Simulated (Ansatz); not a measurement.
MoS₂:
```yaml
crystal:
  lattice:
    - [3.17420, 0.00000, 0.00000]
    - [-1.58710, 2.74894, 0.00000]
    - [0.00000, 0.00000, 33.00000]
  atoms:
    - { symbol: S, position: [0.66667, 0.33333, 0.45291] }
    - { symbol: S, position: [0.66667, 0.33333, 0.54709] }
    - { symbol: Mo, position: [0.00000, 0.00000, 0.50000] }
```
Free-standing layer in the xy plane with vacuum along z and no interaction between images.

Relaxed with r²SCAN+D4.

### Question
All from r²SCAN+D4 in the plane-wave PAW code Ansatz, unless another level is named. Give the band gap.

### Answer
1.74 eV (indirect).

### Question
Predict the hole effective mass, in the valley at Γ.

### Answer
2.8 mₑ.

### Question
And the HSE06 gap on the r²SCAN+D4 cell?

### Answer
2.15 eV.

### Question
What about the electron effective mass with spin–orbit coupling, in the valley at K?

### Answer
band 1: 0.40 mₑ; band 2: 0.45 mₑ.

Space group P-6m2 (1H). A layer that has been made, often on a substrate. Symmetry was held in the r²SCAN+D4 relaxation; its stability against distortions is not shown here. The run is not spin-polarised. Scalar-relativistic: spin–orbit coupling is off unless named, which matters more the heavier the elements.

Potentials: the later of the program's two PAW sets.
